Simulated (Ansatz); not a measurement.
ScAl₂ (cubic Laves (MgCu2 type), Fd-3m) under volume change, PBEsol (plane waves, PAW; program Ansatz), scaled uniformly.

```
V (Å³/atom)  E − E(relaxed) (meV/atom)  P (GPa)
-----------  -------------------------  -------
16.168                            48.6    10.53
16.701                            20.5     6.48
17.234                             4.9     3.00
17.767                             0.0     0.01
18.300                             4.3    -2.56
18.833                            16.6    -4.77
19.366                            35.7    -6.66
```

Q: What does a third-order Birch–Murnaghan fit give for V₀, B₀ and B′?

A: V₀ = 17.77 Å³/atom, B₀ = 92.2 GPa, B′ = 4.0.

The workflow started from a Materials Project entry (that database holds measured and hypothetical structures alike); the Crystallography Open Database copy checked does not list it. Whether it is the stable phase at ambient conditions was not checked. The cell was relaxed with PBEsol under the symmetry of its start; whether a distortion lowers the energy is not shown. No spin polarisation was allowed.

Potentials: the later of the program's two PAW sets.
